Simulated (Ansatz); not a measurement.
KCl: frozen-core PAW against all-electron methods

```
K Cl
1.0
     0.00000    3.18946    3.18946
     3.18946    0.00000    3.18946
     3.18946    3.18946    0.00000
K Cl
1 1
Direct
  0.00000 0.00000 0.00000
  0.50000 0.50000 0.50000
```

Atom numbers follow the list: K1, Cl2.

Conventional cell: a = 6.379 Å, b = 6.379 Å, c = 6.379 Å, α = 90.00°, β = 90.00°, γ = 90.00°. Around K (atom 1) lie 6 Cl at 3.19 Å. Cl (atom 2) has 6 K at 3.19 Å as nearest neighbours.

The cell was built from the rocksalt type and relaxed in the same program, and has space group Fm-3m; it needn't be a known or the stable phase.

All numbers are computed: DFT, PBE, PAW with Ansatz's default frozen-core files, scalar-relativistic (Ansatz 0.2.0); DFT, PBE, all-electron PAW with datasets made for the crystal, scalar-relativistic (Ansatz 0.2.0); DFT, PBE, all-electron LAPW, scalar-relativistic (Ansatz 0.2.0).

For PAW: a Γ-centred 13×13×13 k mesh, Fermi–Dirac smearing of 0.05 eV, cutoff 420 eV, no spin polarisation. The crystal-made all-electron datasets (AE datasets) take a cutoff of 220 eV at this cell. LAPW targets a basis error of 0.25 meV/atom. The Ansatz runs share mesh, smearing and spin set-up. Plane-wave (PAW) pressures include the program's estimate of the Pulay term.

Stress and pressure are positive in compression.

Levels count from the top of the valence band.

```json
{"quantity": "pressure (GPa)", "PAW": "0.02", "AE datasets": "0.02", "LAPW": "0.02"}
{"quantity": "band gap (eV)", "PAW": "5.051", "AE datasets": "5.051", "LAPW": "5.051"}
{"quantity": "highest filled level at Γ (eV)", "PAW": "0.000", "AE datasets": "0.000", "LAPW": "0.000"}
{"quantity": "lowest empty level at Γ (eV)", "PAW": "5.051", "AE datasets": "5.051", "LAPW": "5.051"}
{"quantity": "highest filled level at X (eV)", "PAW": "-0.214", "AE datasets": "-0.214", "LAPW": "-0.214"}
{"quantity": "lowest empty level at X (eV)", "PAW": "6.555", "AE datasets": "6.555", "LAPW": "6.555"}
```

PAW's pressure differs from the LAPW value by about 0.01 GPa or less.
